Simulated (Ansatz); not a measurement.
# Structures of Ti₃Sn: which is lowest?

Plane-wave DFT in Ansatz with scalar-relativistic PAW potentials, cutoff 500 eV, Γ-centred meshes chosen by cell and gap, Gaussian smearing with energies taken to zero width. Every cell was relaxed (cell and atoms) in a run of its own, within the symmetry of its start. Functional: r2SCAN.

Relaxed structures (starts from databases or built by putting these elements on another compound's sites):
A. P6_3/mmc, 8 atoms in the computed cell, a = 5.890 Å, c = 4.748 Å; sites (symmetry × multiplicity) Ti mm2 × 6, Sn -6m2 × 2; start: database
B. Cmcm, 8 atoms in the computed cell, a = 5.731 Å, b = 10.495 Å, c = 4.735 Å; sites (symmetry × multiplicity) Ti ..m × 8 + m2m × 4, Sn m2m × 4; start: database

Rank them by energy. Could pressure change the order?

```tsv
structure	group	E − E(lowest) (meV/atom)	V (Å³/atom)	gap on mesh (eV)
B	Cmcm	0.0	17.80	0.00
A	P6_3/mmc	5.2	17.83	0.00
```

B is lowest, 5 meV/atom under A. The two lowest differ in volume by under 3 %, too little for a first-order estimate of what pressure does to that pair (other pairs aren't weighed here); with rigid cells even 3 % in favour of the higher one would need about 2 GPa. Other structures may lie lower than all of these, and vibrations aren't counted.